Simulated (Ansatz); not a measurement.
BaTiO$_{3}$ (cubic perovskite)

```xyz
5
Lattice="4.0195 0.0000 0.0000 0.0000 4.0195 0.0000 0.0000 0.0000 4.0195" Properties=species:S:1:pos:R:3 pbc="T T T"
Ba     0.0000     0.0000     0.0000
Ti     2.0097     2.0097     2.0097
O      0.0000     2.0097     2.0097
O      2.0097     2.0097     0.0000
O      2.0097     0.0000     2.0097
```

E(V) scan at fixed shape, V₀ the volume above. Symmetry pins the atoms to their sites.

The numbers are results of PBE (plane waves to 420 eV, PAW, scalar-relativistic; Ansatz, a quantum-chemistry and plane-wave program), not measurements. k mesh 8×8×8 (Γ-centred), Fermi-Dirac smearing 0.05 eV. Energies are smeared free energies. Compression counts positive. BaTiO3 is run without spin polarisation. BaTiO3 was relaxed with its symmetry unable to fall. The PAW data are Ansatz's earlier set. This is a high-temperature form of BaTiO3. ΔE is measured from the relaxed starting cell.

```json
[
 {"V (Å³/atom)": "10.910", "ΔE (meV/atom)": "232.1"},
 {"V (Å³/atom)": "11.256", "ΔE (meV/atom)": "152.4"},
 {"V (Å³/atom)": "11.602", "ΔE (meV/atom)": "92.3"},
 {"V (Å³/atom)": "11.949", "ΔE (meV/atom)": "49.2"},
 {"V (Å³/atom)": "12.295", "ΔE (meV/atom)": "20.8"},
 {"V (Å³/atom)": "12.641", "ΔE (meV/atom)": "4.9"},
 {"V (Å³/atom)": "12.988", "ΔE (meV/atom)": "0.0"},
 {"V (Å³/atom)": "13.334", "ΔE (meV/atom)": "4.5"},
 {"V (Å³/atom)": "13.680", "ΔE (meV/atom)": "17.0"},
 {"V (Å³/atom)": "14.027", "ΔE (meV/atom)": "36.7"},
 {"V (Å³/atom)": "14.373", "ΔE (meV/atom)": "62.3"},
 {"V (Å³/atom)": "14.719", "ΔE (meV/atom)": "withheld"},
 {"V (Å³/atom)": "15.066", "ΔE (meV/atom)": "128.4"}
]
```

### Question
Fit a third-order Birch-Murnaghan form (E₀, V₀, B₀, B₀′ free) to the given rows and predict ΔE at V = 14.719.

### Answer
Least squares on the 12 given rows: ΔE = E₀ + (9V₀B₀/16)·y²·[2 + (B₀′ − 4)y], y = (V₀/V)^(2/3) − 1, with V₀ = 12.988 Å³/atom, B₀ = 162.5 GPa (160.2 GPa = 1 eV/Å³; the term in eV is multiplied by 1000), B₀′ = 4.50, E₀ = 0.04 meV/atom; root-mean-square residual 0.05 meV/atom. At 14.719 the fit gives 93.0 meV/atom; the calculation gives 93.1 meV/atom, so the interpolation is off by -0.1 (-0.1 %). For the pressure the fit gives -15.4 GPa against the computed -15.3 GPa.

(A scan under strain: stresses follow from slopes of the energy per volume, elastic moduli from its curvatures.)
